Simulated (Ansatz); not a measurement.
Input:

PbS:
```
CELL_PARAMETERS angstrom
      4.22525     0.00000     0.00000
      0.00000     5.97135     0.00000
      0.00000     0.00000     4.22526
ATOMIC_POSITIONS crystal
  Pb 0.50000 0.50000 0.24994
  Pb 0.00000 0.00000 0.75006
  S  0.00000 0.50000 0.75009
  S  0.50000 0.00000 0.24991
```

This is the r²SCAN-relaxed structure.

Task: All from r²SCAN in the plane-wave PAW code Ansatz, unless another level is named. Give the highest zone-centre frequency (without LO–TO term).

Result: 99 cm⁻¹.

Task: Predict the Young's modulus.

Result: 81.0 GPa.

Space group Fm-3m (rock salt). The r²SCAN relaxation kept the symmetry of its start; of distortions, only those at the zone centre were tested. Scalar-relativistic: spin–orbit coupling is off unless named, which matters more the heavier the elements.

Potentials: the later of the program's two PAW sets.
